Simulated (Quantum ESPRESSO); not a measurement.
# ZrW4SnGaTa: different elements on one site, starting from this cell

Computed values, not a measurement. The program is pw.x of Quantum ESPRESSO 7.5 (plane-wave density functional theory). The cell is made up: eight metal atoms on a face-centred cubic lattice, with elements, volume, strain and displacements drawn at random and not relaxed, so it may be unstable or far from any real phase. PseudoDojo standard norm-conserving files set the functional (PBE unless stated); there is no spin polarisation or spin-orbit coupling, the Fermi-Dirac width of 0.25 eV means electrons at about 2900 K, and the masses in the input are unused placeholders. The tin pseudopotential is less sure than most, with forces differing by about three percent from a second method on plain tin. Heavy elements are run without spin-orbit coupling, which real alloys of them have. A spin test at this wide smearing found no moment, but such smearing suppresses magnetism that the real alloy may have.

The runs put different elements on site 5. Cell, positions, cutoff, mesh and smearing stay as in the input of run 1; sites are counted in its order. Stress in the tables is positive in tension.

Input of run 1:

```
&control calculation='scf', pseudo_dir='./dojo.nc.sr.pbe.v0_5.standard.upf', outdir='./o', disk_io='minimal', tprnfor=.true., tstress=.true. /
&system ibrav=0, nat=8, ntyp=5, nbnd=71, ecutwfc=82.02448710, nosym=.true., tot_charge=0,
 occupations='smearing', smearing='fd', degauss=0.0183746611
/
&electrons conv_thr=1.470e-08, electron_maxstep=70, mixing_beta=0.5 /
ATOMIC_SPECIES
Ga 1.0 Ga.upf
Sn 1.0 Sn.upf
Ta 1.0 Ta.upf
W 1.0 W.upf
Zr 1.0 Zr.upf
CELL_PARAMETERS angstrom
0.0374 -2.0914 -2.0472
-6.1919 -2.0361 0.0568
-2.0599 4.2303 -6.1517
ATOMIC_POSITIONS angstrom
Zr -0.1617 0.021 -0.085
W -2.0611 2.1307 -4.1919
Sn -2.1473 0.0203 -2.2011
W -4.2365 2.2464 -6.1479
Ga -4.2891 -0.0041 -4.0654
W -4.1402 -2.1312 -1.8192
W -6.1658 -0.1646 -6.1886
Ta -6.3327 -1.9158 -4.0523
K_POINTS automatic
8 4 3 1 1 1
```

| run | elements on sites 1 to 8 | -TS (eV) | pressure (GPa) | stress xx (GPa) | stress yy (GPa) | stress zz (GPa) | stress yz (GPa) | stress xz (GPa) | stress xy (GPa) | iterations |
| --- | --- | --- | --- | --- | --- | --- | --- | --- | --- | --- |
| 1 | Zr W Sn W Ga W W Ta | -1.445 | 3.14 | -3.91 | -2.37 | -3.15 | -3.01 | -0.41 | 0.40 | 19 |
| 2 | Zr W Sn W Hf W W Ta | -1.631 | 11.54 | -12.75 | -11.02 | -10.84 | -2.53 | -0.18 | -0.63 | 20 |
| 3 | Zr W Sn W W W W Ta | -1.668 | 3.71 | -4.46 | -2.72 | -3.94 | -1.76 | 0.24 | -0.80 | 19 |
| 4 | Zr W Sn W Mo W W Ta | -1.723 | 3.46 | -3.79 | -2.78 | -3.81 | -1.80 | 0.54 | -0.89 | 18 |
| 5 | Zr W Sn W Ag W W Ta | -1.461 | 4.53 | -6.23 | -3.88 | -3.49 | -1.74 | 0.14 | -0.32 | 18 |

Forces Fx Fy Fz (eV/Å):

| site | run 1 | run 2 | run 3 | run 4 | run 5 |
| --- | --- | --- | --- | --- | --- |
| 1 | 0.82 -0.37 0.76 | 0.78 -0.37 0.80 | 0.85 -0.35 0.75 | 0.88 -0.35 0.75 | 0.86 -0.33 0.75 |
| 2 | -1.72 0.50 -0.45 | -1.39 0.52 -0.59 | -2.13 0.35 -0.47 | -1.98 0.40 -0.49 | -1.18 0.97 -0.84 |
| 3 | -1.62 0.08 0.67 | -1.10 0.05 1.12 | -1.93 0.31 0.69 | -2.04 0.34 0.63 | -1.82 0.19 0.58 |
| 4 | -0.18 -2.01 1.11 | 0.02 -1.44 0.90 | -0.13 -1.69 0.91 | -0.13 -1.69 0.93 | -0.12 -2.00 1.08 |
| 5 | 0.22 0.49 -0.55 | 1.92 0.09 -0.59 | 1.16 0.32 -0.58 | 1.05 0.24 -0.52 | 0.91 0.08 -0.23 |
| 6 | 0.20 0.54 -0.77 | 0.23 0.43 -0.61 | 0.21 0.48 -0.66 | 0.22 0.46 -0.62 | 0.04 0.16 -0.39 |
| 7 | 0.32 0.68 -0.50 | -0.92 1.61 -1.38 | 0.38 0.90 -0.66 | 0.42 0.84 -0.63 | -0.08 1.03 -0.56 |
| 8 | 1.96 0.09 -0.27 | 0.47 -0.89 0.35 | 1.59 -0.31 0.02 | 1.58 -0.24 -0.04 | 1.40 -0.10 -0.38 |

Energies are left out, as each element's file has its own zero. A rerun of one cell of this series at a higher cutoff and on a denser mesh moved values by no more than 0.004 eV in energy, 0.03 GPa in stress and 0.008 eV/Å in force, and a second program with other atomic files agreed on that cell to 2 % rms in force and 0.5 GPa in pressure.